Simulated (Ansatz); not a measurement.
Nb2SiN:
Space group P6₃/mmc (No. 194); a = 3.2310 Å, b = 3.2310 Å, c = 12.2110 Å, α = 90.00°, β = 90.00°, γ = 120.00°

| atom | site | symmetry | x | y | z |
|---|---|---|---|---|---|
| Si | 2d | -6m2 | 0.6667 | 0.3333 | 0.2500 |
| Nb | 4f | 3m. | 0.3333 | 0.6667 | 0.0941 |
| N | 2a | -3m. | 0.0000 | 0.0000 | 0.0000 |

Relaxed at zero pressure with plane-wave PAW PBE (Ansatz code).

Q: The volume is raised by 3 % and shape and atoms relax at that volume. What pressure results, and how do the axes share the change?

A: -5.8 GPa; a 1.1 %, b 1.1 %, c 0.7 %; the energy rises by 8 meV/atom.

Q: Give the new structure.

A: 
Space group P6₃/mmc (No. 194); a = 3.2672 Å, b = 3.2672 Å, c = 12.3004 Å, α = 90.00°, β = 90.00°, γ = 120.00°

```tsv
atom	site	symmetry	x	y	z
Si	2d	-6m2	0.6667	0.3333	0.2500
Nb	4f	3m.	0.3333	0.6667	0.0933
N	2a	-3m.	0.0000	0.0000	0.0000
```

The phase is kept; no other phase was compared at this pressure.

Space group P6_3/mmc. The start of the workflow was typed in or built on a structure type; neither database checked (COD, Materials Project) lists it. Whether it is the stable phase at ambient conditions was not checked. The cell was relaxed with PBE under the symmetry of its start; its stability against distortions is not shown here. The workflow began spin-polarised and lost its moments.

Potentials: the earlier of the program's two PAW sets.
